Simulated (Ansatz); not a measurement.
The relaxed structure here is a generated cell of Lu: the first start was made by a random draw of sites in a space group, and the end was not matched to a known phase here, so it may be hypothetical. Known forms of Lu include space group No. 194.

The end point of a relaxation of Lu. The numbers are results of r2SCAN (plane waves to 500 eV, PAW, scalar-relativistic; Ansatz, an electronic-structure program), not measurements.

```cif
data_Lu
_chemical_formula_sum 'Lu1'
_space_group_name_H-M_alt 'P 1'
_space_group_IT_number 1
_cell_length_a 3.45120
_cell_length_b 3.45120
_cell_length_c 3.45120
_cell_angle_alpha 60.000
_cell_angle_beta 60.000
_cell_angle_gamma 60.000
loop_
_space_group_symop_operation_xyz
  'x, y, z'
loop_
_atom_site_label
_atom_site_type_symbol
_atom_site_fract_x
_atom_site_fract_y
_atom_site_fract_z
_atom_site_occupancy
Lu1 Lu 0.00000 0.00000 0.00000 1
```

Determine the symmetry and give the standard cell with its independent sites.

Space group Fm-3m (No. 225); a = 4.881 Å, b = 4.881 Å, c = 4.881 Å, α = 90.00°, β = 90.00°, γ = 90.00°

```csv
atom,site,symmetry,x,y,z
Lu,4a,m-3m,0.0000,0.0000,0.0000
```

This is the fcc (Cu type).

Give the shortest distances between elements (the closest pairs, up to four, under 3.6 Å).

Lu–Lu 3.45 Å.

```json
{
 "volume_per_atom": "29.07 Å³",
 "density": "10.00 g/cm³",
 "band_gap": "zero (metallic)"
}
```

No spin polarisation in the result.

The run could not lose the symmetry of its start, so the end can be a saddle point.

It was reached from a disturbed copy of a P6/mmm (No. 191) cell (AFLOW prototype A_hP1_191_a (A_f, as in Sn)), against which it lies -0.46 eV/atom.
